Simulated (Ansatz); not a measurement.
GaN: symmetry broken, then relaxed

Method: DFT LDA, scalar-relativistic, plane waves, PAW (Ansatz 0.2.0). Cutoff 420 eV, Γ-centred 12×12×4 k-points, Gaussian smearing of 0.05 eV. No spin polarisation. Energies are free energies at this smearing, counted from the undisturbed cell; pressure is positive in compression.

The starting cell (relaxed at this level):

```xyz
4
Lattice="3.1518 0.0000 0.0000 -1.5759 2.7295 0.0000 0.0000 0.0000 5.1384" Properties=species:S:1:pos:R:3 pbc="T T T"
Ga    0.0000    1.8197    5.1348
Ga    1.5759    0.9098    2.5656
N     0.0000    1.8197    1.9305
N     1.5759    0.9098    4.4997
```

The atoms are displaced (Å, in the unstrained cell):

```tsv
atom	ux	uy	uz
Ga1	0.008	0.023	-0.097
Ga2	0.008	0.023	-0.097
N3	-0.008	-0.023	0.097
N4	-0.008	-0.023	0.097
```

Cell and atoms are then relaxed.

Problem. Does the relaxation return to the undisturbed structure?

Solution. Yes (up to a choice of domain or origin): same space group and volume, and an energy 0.0 meV/atom from it. The disturbance itself cost 92.2 meV/atom. The final space group reads P6_3mc (tolerance 0.05 Å) and the volume changes by -0.01 %.

Final structure:

```
Ga N
1.0
     3.15175    0.00000   -0.00001
    -1.57588    2.72950   -0.00001
    -0.00001   -0.00003    5.13821
Ga N
2 2
Direct
  0.33333 0.66667 0.99929
  0.66667 0.33333 0.49929
  0.33333 0.66667 0.37571
  0.66667 0.33333 0.87571
```

The relaxation, step by step (energy from the first step; small jumps at an unchanged geometry come where the plane waves are selected anew for the new cell):

```csv
step,ΔE (meV/atom),largest force component (eV/Å),pressure (GPa)
1,0.0,1.379,3.54
2,-40.5,1.163,1.53
3,-90.7,0.029,0.56
4,-92.2,0.009,-0.06
5,-92.2,0.000,-0.01
6,-92.2,0.000,0.01
```

Frames along the relaxation (Å, eV/Å):

```xyz
4
Lattice="3.152 0.000 0.000 -1.576 2.730 0.000 0.000 0.000 5.138" Properties=species:S:1:pos:R:3:forces:R:3 pbc="T T T" step=1
Ga    0.008    1.842    5.038   -0.250   -0.944    1.379
Ga    1.584    0.933    2.469   -0.348   -0.817    1.377
N    -0.008    1.797    2.028    0.349    0.815   -1.377
N     1.568    0.887    4.597    0.249    0.946   -1.379
4
Lattice="3.151 0.000 0.002 -1.576 2.728 0.004 0.003 0.010 5.158" Properties=species:S:1:pos:R:3:forces:R:3 pbc="T T T" step=2
Ga    0.008    1.844    5.090   -0.171   -0.599    1.163
Ga    1.582    0.929    2.510   -0.216   -0.541    1.163
N    -0.004    1.807    2.010    0.215    0.541   -1.163
N     1.573    0.903    4.588    0.172    0.598   -1.163
4
Lattice="3.163 0.000 -0.004 -1.581 2.740 -0.007 -0.006 -0.017 5.086" Properties=species:S:1:pos:R:3:forces:R:3 pbc="T T T" step=3
Ga   -0.005    1.812    5.069   -0.001   -0.011    0.029
Ga    1.580    0.906    2.527   -0.005   -0.006    0.028
N    -0.003    1.819    1.912    0.004    0.007   -0.029
N     1.576    0.897    4.456    0.001    0.010   -0.029
4
Lattice="3.153 0.000 0.000 -1.577 2.731 0.000 0.000 0.000 5.134" Properties=species:S:1:pos:R:3:forces:R:3 pbc="T T T" step=4
Ga    0.000    1.820    5.129    0.000   -0.002    0.009
Ga    1.577    0.910    2.562   -0.001   -0.001    0.009
N     0.000    1.820    1.930    0.001    0.001   -0.009
N     1.577    0.910    4.497    0.000    0.002   -0.009
4
Lattice="3.152 0.000 0.000 -1.576 2.730 0.000 0.000 0.000 5.138" Properties=species:S:1:pos:R:3:forces:R:3 pbc="T T T" step=5
Ga    0.000    1.820    5.135    0.000    0.000    0.000
Ga    1.576    0.910    2.565    0.000    0.000    0.000
N     0.000    1.820    1.930    0.000    0.000    0.000
N     1.576    0.910    4.500    0.000    0.000    0.000
4
Lattice="3.152 0.000 0.000 -1.576 2.730 0.000 0.000 0.000 5.138" Properties=species:S:1:pos:R:3:forces:R:3 pbc="T T T" step=6
Ga    0.000    1.820    5.135    0.000    0.000    0.000
Ga    1.576    0.910    2.565    0.000    0.000    0.000
N     0.000    1.820    1.930    0.000    0.000    0.000
N     1.576    0.910    4.500    0.000    0.000    0.000
```